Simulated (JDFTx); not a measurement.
Reference run:

Zr(0001) slab cut from bulk Zr (space group P6_3/mmc, indices of the conventional cell, lattice of the Materials Project entry mp-131, not re-optimised): 4 atoms in 4 planes, a 1x1 cell of 9.09 Å² (|a| = 3.239, |b| = 3.239 Å), 7.8 Å between the outermost planes, cell height 23.8 Å, 8×8×1 k mesh, Fermi smearing 0.01 Ha, no spin polarisation.

The reference is PBE, GBRV ultrasoft potentials, plane waves to 20/100 Ha; code: JDFTx (a modified build). Unrelaxed; liquid: linear PCM (GLSSA13), water, 1 M NaCl. Potentials are on the SHE scale by the convention U = −μ/e − 4.44 V; references calibrated for a solvation model differ from this value.

```json
[
 {"k mesh": "3×3×1", "work function (eV)": "4.24", "U_pzc (V)": "-0.78", "mean C below U_pzc (μF/cm²)": "30 over 0.5 V", "k states × plane waves": "3 × 6242", "cycles, vacuum run": "19", "rough core time, vacuum run": "2 min"},
 {"k mesh": "4×4×1", "work function (eV)": "…", "U_pzc (V)": "…", "mean C below U_pzc (μF/cm²)": "32 over 0.5 V", "k states × plane waves": "4 × 6245", "cycles, vacuum run": "19", "rough core time, vacuum run": "2 min"},
 {"k mesh": "6×6×1", "work function (eV)": "4.17", "U_pzc (V)": "-0.86", "mean C below U_pzc (μF/cm²)": "31 over 0.5 V", "k states × plane waves": "7 × 6233", "cycles, vacuum run": "19", "rough core time, vacuum run": "3 min"},
 {"k mesh": "8×8×1", "work function (eV)": "4.17", "U_pzc (V)": "-0.86", "mean C below U_pzc (μF/cm²)": "31 over 0.5 V", "k states × plane waves": "10 × 6238", "cycles, vacuum run": "19", "rough core time, vacuum run": "4 min"},
 {"k mesh": "12×12×1", "work function (eV)": "4.17", "U_pzc (V)": "-0.86", "mean C below U_pzc (μF/cm²)": "31 over 0.5 V", "k states × plane waves": "19 × 6234", "cycles, vacuum run": "20", "rough core time, vacuum run": "7 min"},
 {"k mesh": "18×18×1", "work function (eV)": "4.17", "U_pzc (V)": "-0.86", "mean C below U_pzc (μF/cm²)": "31 over 0.5 V", "k states × plane waves": "37 × 6235", "cycles, vacuum run": "20", "rough core time, vacuum run": "10 min"}
]
```

Question: Some entries are withheld; supply them.

Answer: 
- 4×4×1, work function (eV): 4.19
- 4×4×1, U_pzc (V): -0.87

The times are rough (shared hosts); only ratios past two mean anything.
